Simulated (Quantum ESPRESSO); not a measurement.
BeSe (zinc blende, space group F-43m, No. 216) has an indirect gap of 2.62 eV with norm-conserving PBE (stringent potentials; Quantum ESPRESSO, 106 Ry, without SOC). After an isotropic strain (on all lattice vectors, atoms relaxed) the gap is indirect, 2.48 eV.

Task: Which strain was applied?
A. -3 %
B. -0.5 %
C. +0.5 %
D. -1 %
E. -2 %

Result: E, -2 %. Gaps found: -3 %: 2.40 eV (indirect); -2 %: 2.48 eV (indirect); -1 %: 2.55 eV (indirect); -0.5 %: 2.58 eV (indirect); 0 %: 2.62 eV (indirect); 0.5 %: 2.65 eV (indirect); 1 %: 2.68 eV (indirect).
